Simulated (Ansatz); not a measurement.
## Phases of Cs at 1.8 GPa

Structure types of Cs are relaxed in primitive cells with their symmetry kept at 1.8 GPa, on PAW files; LAPW relaxes the small cells further and takes the PAW cell for the others (marked *). The enthalpy is E + pV at zero temperature, without zero-point motion. Only the types listed were tried, and differences under about 5 meV/atom are mesh noise. The real phase may be another.

All numbers are PBEsol results (scalar-relativistic) from Ansatz 0.2.0, with Fermi–Dirac smearing of 0.08 eV, no spin polarisation. Methods: LAPW: all electrons, basis error target 0.5 meV/atom; PAW: frozen-core files, cutoff 420 eV.

k meshes: fcc 10×10×10, bcc 11×11×11, hcp 10×10×5, hP4 6×6×4, diamond 8×8×8, omega 5×5×7.

Spin–orbit coupling is left out, which matters for the heavy atoms. The PAW files were made under PBE.

```csv
start type,ends as,"a, b, c (Å)",V (Å³/atom),"H − H(lowest), LAPW (meV/atom)"
fcc,"fcc, Fm-3m","6.480, 6.480, 6.480",68.04,0.0
bcc,"bcc, Im-3m","5.181, 5.181, 5.181",69.55,4.3
hcp,"hcp, P6_3/mmc","4.590, 4.590, 7.527",68.67,2.0
hP4*,"dhcp, P6_3/mmc","4.567, 4.567, 15.027",67.85,10.4
diamond,"diamond, Fd-3m","8.220, 8.220, 8.220",69.43,?
omega,"omega, P6/mmm","7.368, 7.368, 4.409",69.09,10.7
```

Question: Fill in "H − H(lowest), LAPW (meV/atom)" for the row "diamond".

Answer: 435.9.
